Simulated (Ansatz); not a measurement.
Ge3N4:
```xyz
14
Lattice="8.0572 0.0000 0.0000 -4.0286 6.9777 0.0000 0.0000 0.0000 3.0847" Properties=species:S:1:pos:R:3 pbc="T T T"
Ge     5.7366     1.6549     2.3135
Ge    -1.7080     5.3228     0.7712
Ge     1.4351     5.7955     0.7712
Ge     2.5935     1.1822     2.3135
Ge     3.7557     4.1406     2.3135
Ge     0.2729     2.8371     0.7712
N      4.0286     2.3259     2.3135
N      0.0000     4.6518     0.7712
N      1.4706     6.7978     2.3135
N      2.5580     0.1799     0.7712
N      2.9055     4.6725     0.7712
N      1.1231     2.3052     2.3135
N     -2.5938     4.8524     2.3135
N      6.6224     2.1253     0.7712
```

Relaxed with PBEsol. Independent-particle spectrum: no excitons, no local fields, no scissors shift; 0.1 eV broadening; ε₁ of the summed bands alone.

Problem. Tabulate the dielectric function from the program Ansatz at the PBEsol level (PAW).

Solution. 

```
E (eV)  ε₁ xx  ε₂ xx  ε₁ zz  ε₂ zz
------  -----  -----  -----  -----
0.0      5.19   0.00   5.30   0.00
0.3      5.20   0.00   5.31   0.00
0.6      5.22   0.00   5.34   0.00
0.9      5.26   0.00   5.38   0.00
1.2      5.33   0.00   5.45   0.00
1.5      5.42   0.00   5.54   0.00
1.8      5.53   0.00   5.68   0.00
2.1      5.69   0.00   5.90   0.00
2.4      5.90   0.00   6.31   0.29
2.7      6.23   0.02   6.24   0.63
3.0      6.82   0.32   6.22   0.78
3.3      6.92   0.82   6.13   0.89
3.6      7.08   1.12   6.30   0.93
3.9      7.49   1.61   6.29   0.92
4.2      7.86   2.08   6.65   0.76
4.5      7.25   3.75   7.34   0.83
4.8      6.64   4.21   8.04   1.52
5.1      5.36   3.72   8.01   2.23
5.4      5.84   3.35   8.25   2.85
5.7      6.24   3.62   8.73   3.09
6.0      5.97   4.67   9.68   4.96
6.3      5.24   4.27   8.23   7.19
6.6      6.02   4.19   6.65   6.68
6.9      7.45   5.55   6.61   7.56
7.2      3.63   7.58   5.73   7.20
7.5      3.34   5.46   6.32   9.33
7.8      4.45   6.87   4.19  11.21
8.1      2.09   6.88  -0.53   9.11
8.4      2.07   6.21   0.09   6.74
8.7      1.75   5.25   0.32   6.14
9.0      2.46   5.50   0.40   6.25
9.3      1.87   6.17   1.00   6.20
9.6      0.64   6.26  -0.46   6.25
9.9      0.56   5.62  -0.07   5.08
10.2     0.10   5.19  -0.34   5.87
10.5     0.08   5.49  -1.13   5.44
10.8    -0.75   5.07  -1.21   4.76
11.1    -0.84   4.23  -1.29   4.51
11.4    -0.36   3.83  -1.83   4.16
11.7     0.00   4.31  -1.35   3.25
12.0    -1.03   4.30  -1.30   3.04
```

Problem. From ε at 4.0 eV (xx: 7.46 + 1.81i), find n, k, the normal reflectivity and the absorption coefficient.

Solution. n = 2.75, k = 0.329, R = 22 %, α = 2kE/ħc = 130000 cm⁻¹.

With all bands, ε∞ without local fields is 5.32 (xx = yy), 5.43 (zz).

Space group P6_3/m. The PBEsol relaxation kept the symmetry of its start. Spin–orbit coupling is left out wherever it is not named.

Potentials: the earlier of the program's two PAW sets. The files were generated under PBE; for other functionals the program regenerates the frozen cores, and for LDA and PBEsol the local potential too.
